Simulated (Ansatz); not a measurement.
ZrRh$_{3}$:
```cif
data_Rh6Zr2
_chemical_formula_sum 'Rh6 Zr2'
_space_group_name_H-M_alt 'I4/mmm'
_space_group_IT_number 139
_space_group_name_Hall '-I 4 2'
_cell_length_a 3.93483
_cell_length_b 3.93483
_cell_length_c 7.76054
_cell_angle_alpha 90.000
_cell_angle_beta 90.000
_cell_angle_gamma 90.000
loop_
_atom_site_label
_atom_site_type_symbol
_atom_site_symmetry_multiplicity
_atom_site_Wyckoff_symbol
_atom_site_fract_x
_atom_site_fract_y
_atom_site_fract_z
_atom_site_occupancy
Rh1 Rh 2 b 0.00000 0.00000 0.50000 1
Rh2 Rh 4 d 0.00000 0.50000 0.25000 1
Zr1 Zr 2 a 0.00000 0.00000 0.00000 1
```
(The calculation used a cell of 4 atoms; values per cell refer to that cell.)

Relaxed with PBEsol.

### Question
Decompose the optical modes at the zone centre into irreducible representations, and say which are infrared and Raman allowed.

### Answer
Point group 4/mmm: Γ_opt = 2A2u + B1g + Eg + 2Eu. Infrared: A2u, Eu. Raman: B1g, Eg.

### Question
Assign frequencies (DFPT, PBEsol in the plane-wave PAW code Ansatz).

### Answer
Eu 115, B1g 145, Eg 166, A2u 169, Eu 189, A2u 190 cm⁻¹.

Subscripts of B labels follow the axes of the standard setting.

A made-up cell: these elements were put on the sites of a structure type; neither database checked (COD, Materials Project) lists it. COD files the formula under space group No. 221. Whether it is the stable phase at ambient conditions was not checked. Symmetry was held in the PBEsol relaxation; its stability against distortions is not shown here. No spin polarisation was allowed. As this level gives no gap, phonon frequencies hold no LO–TO term and depend on the k-mesh and smearing (Fermi–Dirac, 0.1 eV here).

Potentials: the earlier of the program's two PAW sets. The files were generated under PBE; for other functionals the program regenerates the frozen cores, and for LDA and PBEsol the local potential too.
